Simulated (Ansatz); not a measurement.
Total density of states per atom from DFT-PBEsol in the program Ansatz with PAW potentials, in 0.25 eV bins, energy from the Fermi level:

(E (eV), states/eV/atom): (-7.85, 0.00); (-7.60, 0.00); (-7.35, 0.00); (-7.10, 0.00); (-6.85, 0.01); (-6.60, 0.09); (-6.35, 0.17); (-6.10, 0.34); (-5.85, 0.37); (-5.60, 0.45); (-5.35, 0.27); (-5.10, 0.32); (-4.85, 0.39); (-4.60, 0.32); (-4.35, 0.48); (-4.10, 0.61); (-3.85, 0.71); (-3.60, 0.67); (-3.35, 1.11); (-3.10, 1.19); (-2.85, 1.31); (-2.60, 0.58); (-2.35, 0.82); (-2.10, 1.49); (-1.85, 0.93); (-1.60, 1.26); (-1.35, 1.29); (-1.10, 1.70); (-0.85, 0.93); (-0.60, 1.00); (-0.35, 1.00); (-0.10, 0.75); (0.15, 0.73); (0.40, 0.80); (0.65, 0.72); (0.90, 1.11); (1.15, 0.84); (1.40, 0.80); (1.65, 0.86); (1.90, 1.41); (2.15, 0.78); (2.40, 0.51); (2.65, 0.52); (2.90, 0.44); (3.15, 0.47); (3.40, 0.41); (3.65, 0.55); (3.90, 0.48); (4.15, 0.39); (4.40, 0.43); (4.65, 0.43)

Problem. Which compound is it?
A) SrCd2Ge2, I4/mmm (Sr on 2a, Ge on 4e, Cd on 4d)
B) Ge2Pt, MoSi2 or CaC2 type
C) Mn5Ge3, P6_3/mcm (Mn on 6g, Mn on 4d, Ge on 6g)
D) CrGe, rock salt

Solution. C, Mn5Ge3, P6_3/mcm (Mn on 6g, Mn on 4d, Ge on 6g). Within 0.5 eV of the Fermi level: Mn 3d 88 %, Ge 4p 7 %. Projections are on Löwdin-orthogonalised atomic valence shells; empty p or d shells of many metals are not among them.

The workflow started from a Materials Project entry (that database holds measured and hypothetical structures alike); the Crystallography Open Database copy checked does not list it. Whether it is the stable phase at ambient conditions was not checked. Symmetry was held in the PBEsol relaxation; its stability against distortions is not shown here. The final state is ferromagnetic, the only order run, not a proven ground state. Spin–orbit coupling is left out wherever it is not named.

Potentials: the later of the program's two PAW sets.
